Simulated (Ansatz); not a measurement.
InAs₂ (P-3m1)

The calculation used Ansatz 0.2.0, DFT PBE, scalar-relativistic, plane waves, PAW.

Plane waves to 420 eV, a k mesh through Γ of 12×12×10 on the computed 3-atom cell and Gaussian smearing (0.10 eV); no spin polarisation.

The structure is relaxed at this level of theory with its symmetry kept, and needn't be the ground state of this composition.

```
In As
1.0
     3.86493    0.00000    0.00000
    -1.93246    3.34713    0.00000
     0.00000    0.00000    5.46774
In As
1 2
Direct
  0.00000 0.00000 0.50000
  0.33333 0.66667 0.13133
  0.66667 0.33333 0.86867
```

| Item | Value |
| --- | --- |
| Space group | P-3m1 (No. 164) |
| Volume per atom | 23.58 Å³ |
| Formation energy from the elements' standard states (uncorrected) | +0.059 eV/atom |
| Kohn–Sham band gap | none (metal) |
| Density of states at the Fermi level | 1.5 states/eV per cell |
| Orbital (Löwdin) character within 0.5 eV of the Fermi level | As 4p 50 %, In 5p 31 %, As 4s 10 % |
| Bader charge by site (e) | In (1 in the cell) 0.45, As (2 in the cell) -0.22 |

The cell was found from a structure generator's guess, not taken from experiment. Löwdin shares on free-atom orbitals overweight diffuse shells.
